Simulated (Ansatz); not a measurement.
## Trial structures of Rb3Ti3I: starts and ends

Level of theory: DFT PBE, scalar-relativistic, plane waves, PAW (Ansatz). All cells share a 420 eV cutoff and Γ-centred k meshes spaced about 0.3 Å⁻¹ or finer (0.25 for metals, 2π included). Collinear spin in cells that started with moments and kept them past the coarse steps, no spin elsewhere.

Each guess was relaxed in cell and atoms at zero pressure, within the symmetry of its start. All energies are static (0 K, no zero-point motion). Coordination counts Rb or Ti atoms around I (for each partner element, those within 1.25 times its shortest distance or 1.15 times the sum of covalent radii, where it is the nearest in units of that sum or under 1.3; a plus sign parts groups by distance over the sum of covalent radii).

```json
{"guess": "1", "made from": "random cell", "start group": "P6mm", "V start (Å³/atom)": "33.0", "end group": "P6mm", "V end (Å³/atom)": "33.8", "coordination at the end": "I 12", "gap on mesh (eV)": "0", "largest moment (μB)": "1.4", "E over the lowest end (meV/atom)": "46"}
{"guess": "2", "made from": "random cell", "start group": "P4/mmm", "V start (Å³/atom)": "31.0", "end group": "?", "V end (Å³/atom)": "?", "coordination at the end": "?", "gap on mesh (eV)": "?", "largest moment (μB)": "?", "E over the lowest end (meV/atom)": "?"}
{"guess": "3", "made from": "random cell", "start group": "R-3m", "V start (Å³/atom)": "31.1", "end group": "R-3m", "V end (Å³/atom)": "38.2", "coordination at the end": "I 6+6", "gap on mesh (eV)": "0", "largest moment (μB)": "2.2", "E over the lowest end (meV/atom)": "89"}
{"guess": "4", "made from": "random cell", "start group": "R-3m", "V start (Å³/atom)": "29.7", "end group": "R-3m", "V end (Å³/atom)": "34.7", "coordination at the end": "I 12", "gap on mesh (eV)": "0", "largest moment (μB)": "1.9", "E over the lowest end (meV/atom)": "0"}
```

Guess 2 as it starts:

```
Rb Ti I
1.0
     5.70987    0.00000    0.00000
     0.00000    5.70987    0.00000
     0.00000    0.00000    6.64609
Rb Ti I
3 3 1
Direct
  0.50000 0.50000 0.50000
  0.00000 0.50000 0.00000
  0.50000 0.00000 0.00000
  0.50000 0.50000 0.00000
  0.00000 0.00000 0.15511
  0.00000 0.00000 0.84489
  0.00000 0.00000 0.50000
```

Question: Predict the end of this guess and its energy over the lowest end.

Answer: It ends in space group P4/mmm (No. 123), with a = 7.452 Å, c = 7.435 Å, 59.0 Å³/atom and no gap, with moments up to 2.5 μB. It lies 99 meV/atom over the lowest end, above guess 3 and so the highest of the set. Counting Rb or Ti atoms around I, this end has I 2 and the lowest (guess 4) has I 12.

Space group P4/mmm (No. 123). a = 7.452 Å, b = 7.452 Å, c = 7.435 Å, α = 90.00°, β = 90.00°, γ = 90.00°
```json
{"atom": "Rb", "site": "1d", "symmetry": "4/mmm", "x": "0.5000", "y": "0.5000", "z": "0.5000"}
{"atom": "Rb", "site": "2f", "symmetry": "mmm.", "x": "0.0000", "y": "0.5000", "z": "0.0000"}
{"atom": "Ti", "site": "1c", "symmetry": "4/mmm", "x": "0.5000", "y": "0.5000", "z": "0.0000"}
{"atom": "Ti", "site": "2g", "symmetry": "4mm", "x": "0.0000", "y": "0.0000", "z": "0.1240"}
{"atom": "I", "site": "1b", "symmetry": "4/mmm", "x": "0.0000", "y": "0.0000", "z": "0.5000"}
```

Energies over the elements count from the elements' standard structures at the same level, with no fitted energy shifts.

Question: Is the lowest end bound against the elements?

Answer: No: its formation energy is +0.93 eV/atom. The separate elements lie lower, so it is unstable against them.

The k mesh leaves some 4 meV/atom of noise in the energy of each metallic cell. These runs have no spin–orbit coupling, which can matter for I. The reference form of I is held partly by dispersion forces, which this level lacks. The magnetic state reached may not be the lowest. Cells relaxed within their symmetry can be saddle points. A lower structure may well exist outside this small set. Some structure types and database cells were kept out of the candidates from the start, so a known form may be missing.
